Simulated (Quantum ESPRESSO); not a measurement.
## Calculated data, CaMg₂ZnO₄ (made-up cell)

All values are calculated (Quantum ESPRESSO 7.5). Calculation on a made-up crystal cell, not a measurement: periodic Kohn-Sham density functional theory in plane waves with PseudoDojo standard norm-conserving scalar-relativistic pseudopotentials, each functional with its own files (v0.5 for PBE, v0.4.1 for LDA and PBEsol), no spin polarisation, no spin-orbit coupling, atoms not relaxed, stress positive in tension, energies less a fixed whole-eV offset for each atom's element; levels are Kohn-Sham levels at fractions of this cell's reciprocal vectors, counted from the reference band (half the neutral cell's valence electrons, rounded up) at Gamma; error bars cover cutoff and k-mesh only, not smearing or the files; added strain carries the atoms with the cell, and shear is the tensor component; each bar is the largest change over components, and at least 0.002 eV, 0.002 eV per angstrom or 0.02 GPa; energies are for the whole cell, and the offsets were chosen from early runs and are not element reference energies.

CaMg₂ZnO₄ (made-up cell)

Unstrained structure:
```
cell vectors (Å)
   4.4578     0.0460     0.0731
   0.0460     4.5411    -0.0344
   0.0731    -0.0344     4.5859
atoms (fractions of the cell vectors)
Mg -0.01243  0.01587  0.00549
Zn  0.01415  0.51289  0.50948
Ca  0.50362 -0.00660  0.47955
Mg  0.50652  0.49200  0.00403
O   0.50770 -0.00369  0.00608
O   0.48758  0.49905  0.51886
O   1.01140 -0.00019  0.50487
O   1.01893  0.48186  0.01038
```

Settings of this run: lattice type rocksalt, functional pbe, cutoff 1143 eV, fermi dirac smearing 0.025 eV, scf tolerance 1e-07 eV, electrons removed 0, added strain kind biaxial xx and yy, added strain -0.0243, k mesh 4 x 4 x 4, shifted by half a step and structure shown before the added strain of -0.0243.

Results for CaMg₂ZnO₄ (made-up cell): free energy less offsets 0.3652 eV; smearing term minus ts 0 eV; scf iterations 12; pressure 1.532 GPa; stress xx -5.134 GPa; stress yy -1.495 GPa; stress zz 2.034 GPa; stress yz -1.009 GPa; stress xz 3.295 GPa; stress xy 2.112 GPa; error bar energy 0.002 eV; error bar stress 0.03667 GPa; error bar force 0.002 eV/Å; error bars from tighter rerun of a related cell.

Atoms:
```
atoms element  atom site  atom energy offset (eV)
           Mg          1                    -1617
           Zn          2                    -5687
           Ca          3                    -1055
           Mg          4                    -1617
            O          5                     -452
            O          6                     -452
            O          7                     -452
            O          8                     -452
```

Forces:
```
site  x (eV/Å)  y (eV/Å)  z (eV/Å)
   1    0.7084   -0.4357   -0.3082
   2   -0.1469   -0.1966   0.02659
   3    0.3288    0.3149     1.327
   4   -0.1592    0.1635   -0.3428
   5    0.1146  -0.02863   -0.6662
   6    0.5963   -0.2181     -0.15
   7   -0.7983  -0.09386   0.04181
   8   -0.6435    0.4945   0.07212
```
